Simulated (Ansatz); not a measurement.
**Sb: two-dimensional strain map**

Computed with DFT PBEsol, scalar-relativistic, plane waves, PAW in Ansatz. Settings: plane waves to 420 eV, k-mesh 16×16×16 (Γ-centred), Gaussian smearing 0.15 eV. No spin polarisation. Energies are free energies at this smearing, counted from the undisturbed cell; pressure is positive in compression.

Zero of the scan (as given, not relaxed at this level; it stands at -4.9 GPa; this simple cubic form isn't the usual structure):

```yaml
crystal:
  lattice:
    - [3.16000, 0.00000, 0.00000]
    - [0.00000, 3.16000, 0.00000]
    - [0.00000, 0.00000, 3.16000]
  atoms:
    - { symbol: Sb, position: [0.00000, 0.00000, 0.00000] }
```

The cell is strained by p along both x and y and by q along z, fractional coordinates fixed. Points are written (p, q).

p was sampled at -0.050, -0.025, 0.000, 0.025, 0.050 and q at -0.050, -0.025, 0.000, 0.025, 0.050.

Task: Where on the computed points is the energy highest, and how high?

Result: At (0.050, 0.050): 221.7 meV/atom.

Task: Away from (0, 0), which computed point is lowest?

Result: (-0.025, -0.025): -46.5 meV/atom.

The map, in meV/atom:

```
 p \ q  -0.050  -0.025  0.000  0.025  0.050
-0.050   -29.5   -36.7  -26.9   -4.7   26.4
-0.025   -43.3   -46.5  -32.7   -6.7   28.0
 0.000   -21.5   -17.9    0.0   29.4   67.3
 0.025    29.8    36.7   60.1   93.6  134.6
 0.050   104.5   113.1  139.0  176.9  221.7
```